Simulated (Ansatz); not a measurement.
Here is the system:

YSiNO2:
```
YSiNO2
1.0
    3.57465     0.00000     0.00000
    0.00000     3.57465     0.00000
    0.00000     0.00000     3.68518
Y Si N O
1 1 1 2
Direct
  0.00000   0.00000   0.50000
  0.50000   0.50000   0.00000
  0.50000   0.50000   0.50000
  0.50000   0.00000   0.00000
  0.00000   0.50000   0.00000
```

This is the PBEsol-relaxed structure. x, y and z are the axes in which the lattice vectors are written.

All from PBEsol (plane waves, PAW; program Ansatz), unless another level is named. Predict the Poisson's ratio.

0.21.

And the highest zone-centre frequency (without LO–TO term)?

813 cm⁻¹.

Next, the elastic constants (relaxed ions, GPa)?

C11 = 431, C12 = 161, C13 = 175, C33 = 409, C44 = 237, C66 = 210.

Space group P4/mmm. The start of the workflow was typed in or built on a structure type; neither database checked (COD, Materials Project) lists it. COD files the formula under space group No. 15, 63. Its standing as an ambient phase is unchecked. Symmetry was held in the PBEsol relaxation. At this level the phase is dynamically unstable (imaginary phonons). The run is not spin-polarised.

Potentials: the later of the program's two PAW sets.
